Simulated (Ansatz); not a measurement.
This run works on a generated trial structure, not on a known crystal.

Input and command of a plane-wave DFT calculation in Ansatz:

```yaml
crystal:
  lattice:
    - [3.7909492, -3.7909492, 0.0]
    - [3.7909492, 3.7909492, 0.0]
    - [0.0, 0.0, 7.69882854]
  atoms:
    - { symbol: Hf, position: [0.75417048, 0.24582952, 0.77028345] }
    - { symbol: Hf, position: [0.24582952, 0.75417048, 0.77028345] }
    - { symbol: Pd, position: [0.24582952, 0.24582952, 0.22971655] }
    - { symbol: Pd, position: [0.75417048, 0.75417048, 0.22971655] }
    - { symbol: Se, position: [0.25289658, 0.25289658, 0.86395471] }
    - { symbol: Se, position: [0.0, 0.0, 0.5] }
    - { symbol: Br, position: [0.74710342, 0.25289658, 0.13604529] }
    - { symbol: Br, position: [0.25289658, 0.74710342, 0.13604529] }
    - { symbol: O, position: [0.74710342, 0.74710342, 0.86395471] }
    - { symbol: O, position: [0.0, 0.5, 0.5] }
    - { symbol: O, position: [0.5, 0.0, 0.5] }
basis:
  ecutwfc: 420
kpoints:
  mp_grid: { grid: [2, 2, 2] }
hamiltonian:
  xc: pbe
scf:
  occupations: { method: gaussian, width: 0.15 }
  lower_state_search: "off"
output:
  forces: true
  stress: true
  eigenvalues: true
relax:
  adjacent_minimum: "off"
  f_tol: 0.08
  max_steps: 32
  cell: { stress_tol: 0.8 }
```

```bash
ansatz run input.yaml --threads 1 --pin off --max-ram 2816MiB --backend cpu --events-out ev --progress --plain --runs-dir out
```

Processor: Intel(R) Xeon(R) 6975P-C (Granite Rapids), 1 thread, on a host shared with other jobs.

Q: Estimate time, memory and problem size.

A: About 2.8 min, peak memory 0.63 GiB. It solves 92 bands at 6 k points (after reduction by symmetry) with about 4893 plane waves (on the last cell), in 285 SCF iterations over 30 ionic steps.
